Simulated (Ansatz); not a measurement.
P (Cmce) from a database of computed structures was put through Ansatz (plane waves). The geometry is the r2SCAN+rVV10 minimum.

Structure:
```xyz
4
Lattice="1.6519 -5.3433 0.0000 1.6519 5.3433 0.0000 0.0000 0.0000 4.4650" Properties=species:S:1:pos:R:3 pbc="T T T"
P     1.6519    1.0591    4.0853
P     1.6519   -1.0591    0.3797
P     1.6519    4.2842    1.8528
P     1.6519   -4.2842    2.6122
```

The log, with set-up remarks and timings taken out:
```
scf.n_extra_bands = 5 over 10 filled bands (N_el = 20.0): the run solves 15 bands
Pseudopotential: P, paw, valence charge 5, recommended cutoff 420 eV
Crystal: 4 atoms, lattice volume = 78.822 Å³
Basis set: ecut = 420 eV, 1547 PW (Γ)
Symmetry: 8 space group operations
Space group: Cmce (ITA 64)
k-points: 84 of 384
preconditioner: auto → none  [σ=0.020 eV  ℏωp=18.7 eV]
Free energy (F): -3022.671527 eV
Internal energy: -3022.671494 eV  (E = F + TS)
E sigma→0 (E₀):  -3022.671511 eV
Entropy (-TS):   -0.000034 eV (-0.008 meV/atom)
Fermi energy:    7.356151 eV
--- Per-component energies (eV) ---
  E_band       = 8.951723
  E_kinetic    = 280.479831
  E_local      = -306.284664
  E_nonlocal   = 135.712879
  E_hartree    = 85.644281
  E_xc         = -245.249077
  E_vxc        = -242.112409
  E_paw        = -2277.340770
  E_vpaw       = -30.130503
  E_ewald      = -695.633986
  E_smearing   = -0.000034
--- Forces (eV/Å), atoms counted from 1 ---
  atom   1  P       0.00000      0.09831      0.19598
  atom   2  P       0.00000    -0.09831    -0.19598
  atom   3  P       0.00000    -0.09831      0.19598
  atom   4  P       0.00000      0.09831    -0.19598
--- Stress (GPa, compression-positive) ---
        1.748570       0.000000       0.000000
        0.000000       1.996620       0.000000
        0.000000       0.000000       2.067011
  P = ⅓ Tr σ = 1.9374 GPa (19.374 kbar)
--- Band table (eV; the first three rows and the last of 84) ---
  k-point 0: bands = […, 2.3771, 2.4519, 3.2081, 4.4271, 4.6816, 5.9647, 7.8664, 8.3136, 9.1305, 10.1763, …]
  k-point 1: bands = […, 1.9338, 2.9718, 3.3170, 4.6193, 5.0694, 5.3499, 8.3354, 8.9143, 8.9794, 9.9586, …]
  k-point 2: bands = […, 1.9641, 3.6179, 3.7336, 4.3732, 4.4007, 6.3801, 8.4590, 8.6887, 9.7477, 10.4755, …]
  k-point 83: bands = […, 3.9907, 3.9907, 4.5798, 4.5798, 5.4531, 5.4531, 8.6473, 8.6473, 9.8095, 9.8095, …]
```

Q: Reconstruct the input, leaving the band path aside.

A:
```yaml
crystal:
  # lattice and atoms as above
kpoints:
  mp_grid: { grid: [8, 8, 6] }
hamiltonian:
  xc: pbe
scf:
  occupations: { method: fermi_dirac, width: 0.02 }
  n_extra_bands: 5
output:
  forces: true
  stress: true
  eigenvalues: true
```
A single point prints forces and stress when the output block asks for them. Close relatives of this functional can't be ruled out from these lines alone. Not every key shows in the log; this is the file that was used.

With PBE the gap closes, the bands meeting at Γ–Y (0.90 of the way from Γ).

Command: `ansatz run input.yaml --threads 2 --pin off --max-ram 29491MiB --backend cpu --events-out ev --progress --plain --runs-dir out`. Wall time 3.7 s on 2 threads of AMD EPYC 7R13 Processor (Zen 3) (shared host); peak host memory 0.52 GiB.

The values are computed, spin-unpolarised, and not measurements.
